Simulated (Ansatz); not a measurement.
# SrCd (Pm-3m), phonons: input and output

Computed with PBEsol, PAW on Ansatz 0.2.0's default frozen-core files (fitted under PBE), scalar-relativistic; not a measurement.

Cell and atoms were relaxed beforehand by PAW with this functional.

Command line:

```sh
ansatz run input.yaml --threads 1 --pin off --max-ram 3072MiB --backend cpu --events-out ev --progress --plain --runs-dir out
```

input.yaml:

```yaml
crystal:
  lattice:
    - [3.981023722, 0.0, 0.0]
    - [0.0, 3.981023722, 0.0]
    - [0.0, 0.0, 3.981023722]
  atoms:
    - { symbol: Sr, position: [0.5, 0.5, 0.5] }
    - { symbol: Cd, position: [0.0, 0.0, 0.0] }
kpoints:
  mp_grid: { grid: [10, 10, 10] }
scf:
  occupations: { method: fermi_dirac, width: 0.1 }
hamiltonian:
  xc: pbesol
  pseudopotentials: { kind: paw }
phonons:
  qmesh: [2, 2, 2]
  qpath:
    path:
      - [0.0, 0.0, 0.0]
      - [0.0, 0.5, 0.0]
      - [0.5, 0.5, 0.0]
      - [0.0, 0.0, 0.0]
      - [0.5, 0.5, 0.5]
      - [0.0, 0.5, 0.0]
      - [0.5, 0.5, 0.5]
      - [0.5, 0.5, 0.0]
    npoints: 6
  temperatures: { t_min: 0, t_max: 1000, t_step: 100 }
```

Output (shortened where marked):

```
Warning: RAYON_NUM_THREADS=1 ignored (pool sized by the plan → 1); use --threads N
Engine: ansatz 0.2.0, x86_64-unknown-linux-gnu
Pseudopotentials: kind: paw
Pseudopotential: Sr, paw, valence charge 10, recommended cutoff 420 eV (normal), Sr.paw.azcp
Pseudopotential: Cd, paw, valence charge 20, recommended cutoff 420 eV (normal), Cd.paw.azcp
Functional definition: PBEsol
  exchange = pbesol_x
  correlation = pbesol_c
Crystal: 4 atoms, lattice volume = 126.187 Å³
Basis set: ecut = 420 eV, 2465 PW (Γ), FFT grids on a1, a2, a2+a3, exchange–correlation on 54×80×80 points (8 copies of the dense FFT grid, shifted against one another)
Bands: 38, of which v1, the nominal top of the filled ones, is band 30 counted from 1 (29 counted from 0)
Symmetry: 32 space group operations
k-points: 72 of 500
Non-local potential: Sr, projectors of the file, l = 0: 3, l = 1: 2, l = 2: 2
Non-local potential: Cd, projectors of the file, l = 0: 3, l = 1: 2, l = 2: 2, l = 3: 1
PAW form: soft (Blöchl's): semilocal exchange-correlation on the pseudo side does not see the compensation charge
PAW frozen core: Sr, regenerated for the run's functional, and the local potential with it (the file was generated under x = pbe(κ = 0.804, μ = 0.2195149727645171), c = pbe(β = 0.06672455060314922))
PAW frozen core: Cd, regenerated for the run's functional, and the local potential with it (the file was generated under x = pbe(κ = 0.804, μ = 0.2195149727645171), c = pbe(β = 0.06672455060314922))
PAW one-centre angular grid: Sr, 110 points (default); XC on 64 Gauss nodes
PAW one-centre angular grid: Cd, 590 points (default); XC on 64 Gauss nodes
Initial density: handed on by an earlier stage of this run
Initial wavefunctions: those handed on with the density
Functional: x = pbesol(κ = 0.804, μ = 0.12345679012345678), c = pbesol(β = 0.046)
SCF iter   1: F=—  HF=-23353.866186 eV  |F-HF|=—  |Δ(HF+E_count)|=         —  Δρ=8.35e-8  dr2=2.74e-11  ethr=1.04e-12  ⟨swp⟩=7.2  Hψ=9505  notcnv=0
preconditioner: auto → Kerker (q_TF=auto, 2.410 Å⁻¹)  [metal: Δε(μ)=0.058 eV  Ē_g=12.493 eV  σ=0.100 eV  W_gap=0.14  n_scr=30 (ndim 8)  ℏωp=20.9 eV  f_vac=0.000  D(μ)=2.52/eV (n_scr^D=10)]
SCF iter   2: F=-23353.866186 eV  HF=-23353.866186 eV  |F-HF|=7.28e-12  |Δ(HF+E_count)|=  7.28e-12  Δρ=6.28e-8  dr2=1.49e-11  ethr=1.00e-12  ⟨swp⟩=4.0  Hψ=6876  notcnv=0
SCF 1 converged in 2 iterations: F = -23353.866186 eV  dr2 = 1.49e-11
  greatest PAW one-centre occupation: 1.000 electrons in one spin orbital (limit 2), on the Cd atom at site 3 (counted from 0), in its partial waves of l = 0
Crystal: 2 atoms, lattice volume = 63.093 Å³
Basis set: ecut = 420 eV, 1237 PW (Γ), exchange–correlation on 54×54×54 points (8 copies of the dense FFT grid, shifted against one another)
Bands: 19, of which v1, the nominal top of the filled ones, is band 15 counted from 1 (14 counted from 0)
Symmetry: 48 space group operations
k-points: 56 of 1000
Initial density: read from a saved state, or passed on in memory by an earlier SCF of this step, an earlier step, the calling program or the single point that the run made first
Initial wavefunctions: pseudopotential atomic-orbital guess
[... 77 lines left out ...]
iter 1 solved again at ethr=1.25e-8 eV; its pass at ethr=3.10e-3 eV (dr2=7.53e-6 eV) is discarded
SCF iter   1: F=—  HF=-23353.866167 eV  |F-HF|=—  |Δ(HF+E_count)|=         —  Δρ=5.34e-5  dr2=9.14e-6  ethr=1.25e-8  ⟨swp⟩=3.2  Hψ=10803  notcnv=0
SCF iter   2: F=—  HF=-23353.866177 eV  |F-HF|=—  |Δ(HF+E_count)|=   9.14e-6  Δρ=3.32e-5  dr2=4.00e-6  ethr=1.25e-8  ⟨swp⟩=1.0  Hψ=2200  notcnv=0
SCF iter   3: F=—  HF=-23353.866176 eV  |F-HF|=—  |Δ(HF+E_count)|=   2.79e-7  Δρ=6.88e-6  dr2=9.19e-8  ethr=6.67e-9  ⟨swp⟩=2.1  Hψ=3366  notcnv=0
SCF iter   4: F=—  HF=-23353.866176 eV  |F-HF|=—  |Δ(HF+E_count)|=   1.43e-8  Δρ=1.52e-6  dr2=3.86e-9  ethr=1.53e-10  ⟨swp⟩=2.0  Hψ=2541  notcnv=0
SCF iter   5: F=—  HF=-23353.866176 eV  |F-HF|=—  |Δ(HF+E_count)|=  7.82e-10  Δρ=4.24e-7  dr2=3.04e-10  ethr=6.43e-12  ⟨swp⟩=2.0  Hψ=3416  notcnv=0
SCF iter   6: F=—  HF=-23353.866176 eV  |F-HF|=—  |Δ(HF+E_count)|=  8.73e-11  Δρ=1.07e-7  dr2=1.29e-11  ethr=1.00e-12  ⟨swp⟩=1.0  Hψ=2202  notcnv=0
SCF iter   7: F=-23353.866176 eV  HF=-23353.866176 eV  |F-HF|=3.64e-12  |Δ(HF+E_count)|=  7.28e-12  Δρ=3.95e-8  dr2=1.31e-12  ethr=1.00e-12  ⟨swp⟩=6.0  Hψ=9330  notcnv=0
SCF 10 converged in 7 iterations: F = -23353.866176 eV  dr2 = 1.31e-12
SCF converged after 2 iterations
Free energy (F): -23353.866186 eV
Harris-Foulkes:  -23353.866186 eV  (|F-HF|=7.28e-12)
Internal energy: -23353.781434 eV  (E = F + TS)
E sigma→0 (E₀):  -23353.823810 eV
Entropy (-TS):   -0.084752 eV (-21.188 meV/atom)
Fermi energy:    9.259275 eV
--- Per-component energies (eV) ---
  E_band       = -1159.687380
  E_kinetic    = 1498.818515
  E_local      = -8849.443962  (includes V_loc(G=0)·N_el)
  E_nonlocal   = 475.961090
  E_hartree    = 3818.342894
  E_xc         = -693.671829
  E_vxc        = -764.363475  (∫ρ·V_xc dr)
  E_paw        = -13313.123817  (= ΣΔE_a)
  E_vpaw       = -1157.345480  (= ΣTr[D̂ρ^β])
  E_aug_tail   = 0.000022  (compensation charges beyond the density's cutoff)
  E_ewald      = -6291.616962
  E_core_change = 0.952614  (= ΣΔE_core)
  E_smearing   = -0.084752  (= −TS)
  E_closure    = -0.000000  (closes the sum)
  Σ components = -23353.866186   (vs F -23353.866186, Δ=0.00e0)
--- Forces (eV/Å), atoms counted from 1 ---
  atom   1  Sr     0.00000000     0.00000000     0.00000000
  atom   2  Cd     0.00000000     0.00000000     0.00000000
  atom   3  Sr    -0.00000000     0.00000000    -0.00000000
  atom   4  Cd     0.00000000     0.00000000     0.00000000
  max |Σ_I F_I| component: 1.12e-28 eV/Å
--- Phonons: 6 displaced members + 3 references (amplitude of the first 0.0025 Å, Σ member SCF iterations 47) ---
  ASR residual: 4.156e-4 → 0.000e0 eV/Å²; symmetrization residual: 1.173e-4 eV/Å²
  largest component of a force at the reference: 1.1e-28 eV/Å
  ASR residual per site (eV/Å²): 1.25e-4 4.16e-4
  Γ frequencies (cm⁻¹): 0.00 0.00 0.00 105.53 105.53 105.53
--- Phonons (by wavevector): 4 wavevectors in 3 supercells ---
  supercell 1 (2 cells, vectors [1, 0, 0], [0, 1, -1], [0, 0, 2] in multiples of the cell's): 2 displaced members by 0.0025 Å; free energy -23353.866186 eV; taken off its force constants: by the sum rule 3.4e-4, by the ...
  symmetry images taken by strict's conditions (phonons.symmetry_images: auto; settled by no image being taken that strict refuses)
  supercell 2 (2 cells, vectors [1, 0, 0], [0, 1, 0], [0, 0, 2] in multiples of the cell's): 2 displaced members by 0.0025 Å; free energy -23353.866186 eV; taken off its force constants: by the sum rule 4.2e-4, by the ...
  symmetry images taken by strict's conditions (phonons.symmetry_images: auto; settled by no image being taken that strict refuses)
  supercell 3 (2 cells, vectors [0, 1, -1], [-1, 1, 0], [0, 0, 2] in multiples of the cell's): 2 displaced members by 0.0025 Å; free energy -23353.866186 eV; taken off its force constants: by the sum rule 2.2e-4, by the ...
  symmetry images taken by strict's conditions (phonons.symmetry_images: auto; settled by no image being taken that strict refuses)
  q = [0.0000, 0.0000, 0.0000] (star 1, supercell 1; hermiticity 0.00e0, symmetrization 1.07e-6): -0.00 0.00 0.00 105.53 105.53 105.53
  q = [0.0000, 0.0000, -0.5000] (star 3, supercell 2; hermiticity 8.26e-17, symmetrization 1.64e-16): 60.87 73.15 73.15 81.42 81.42 110.89
  q = [0.0000, -0.5000, -0.5000] (star 3, supercell 1; hermiticity 8.34e-17, symmetrization 6.00e-16): 34.05 34.05 72.94 73.26 119.47 119.47
  q = [-0.5000, -0.5000, -0.5000] (star 1, supercell 3; hermiticity 9.23e-17, symmetrization 8.23e-16): 58.19 58.19 58.19 117.59 117.59 117.59
  joined force constants: q→R imaginary residual 1.79e-17
  density of states and harmonic sums: on the 16×16×16 q-mesh, interpolated from the force constants of a 2×2×2 supercell (no non-analytic term)
  largest difference from the sums on the solved wave vectors: F 9.42e-2 eV, S 1.26e-4 and C_V 3.23e-5 eV/K
```

Self-consistency was reached.

### Phonons on the q mesh

Harmonic phonons of a crystal by Kohn-Sham DFT at the given cell, standard atomic masses, acoustic sum rule imposed; negative wavenumbers are unstable modes; one row a degenerate set, branches counted upwards.

* Unstable phonons: no

| point | q a (r.l.u.) | q b (r.l.u.) | q c (r.l.u.) | branch | phonon wavenumber (cm⁻¹) | degeneracy |
| --- | --- | --- | --- | --- | --- | --- |
| Gamma | 0 | 0 | 0 | 4 | 105.5 | 3 |
| X | 0.5 | 0 | 0 | 1 | 60.9 | 1 |
| X | 0.5 | 0 | 0 | 2 | 73.2 | 2 |
| X | 0.5 | 0 | 0 | 4 | 81.4 | 2 |
| X | 0.5 | 0 | 0 | 6 | 110.9 | 1 |
| M | 0.5 | 0.5 | 0 | 1 | 34 | 2 |
| M | 0.5 | 0.5 | 0 | 3 | 72.9 | 1 |
| M | 0.5 | 0.5 | 0 | 4 | 73.3 | 1 |
| M | 0.5 | 0.5 | 0 | 5 | 119.5 | 2 |
| R | 0.5 | 0.5 | 0.5 | 1 | 58.2 | 3 |
| R | 0.5 | 0.5 | 0.5 | 4 | 117.6 | 3 |

### Harmonic thermodynamics

Sums over wave vectors interpolated from the q mesh.

* Zero point energy: 14.51 meV/atom

| temperature (K) | phonon heat capacity (k_B/atom) | phonon entropy (k_B/atom) | phonon free energy (meV/atom) |
| --- | --- | --- | --- |
| 100 | 2.677 | 3.045 | 2.57 |
| 200 | 2.913 | 4.999 | -32.94 |
| 300 | 2.961 | 6.191 | -81.48 |
| 400 | 2.978 | 7.045 | -138.7 |
| 500 | 2.985 | 7.711 | -202.4 |
| 600 | 2.99 | 8.255 | -271.2 |
| 700 | 2.992 | 8.717 | -344.4 |
| 800 | 2.994 | 9.116 | -421.3 |
| 900 | 2.995 | 9.469 | -501.4 |
| 1000 | 2.996 | 9.785 | -584.4 |

### Zone-centre phonons

Optical zone-centre levels upwards with Mulliken labels, activity, and the element with most of the kinetic energy.

* Point group: m-3m

```csv
number,phonon wavenumber (cm⁻¹),label,infrared,raman,lead element
1,105.5,T1u,yes,no,Sr
```

Limits of these numbers: frozen-core PAW files fitted under PBE, their cores solved anew for the functional of the run; responses of metals move with mesh and smearing; coarse q mesh; activity by symmetry alone, a metal screens infrared modes.

Time and hardware: 2.8 min on 1 thread of Intel(R) Xeon(R) 6975P-C (Granite Rapids) (shared host), peak memory 0.88 GiB.
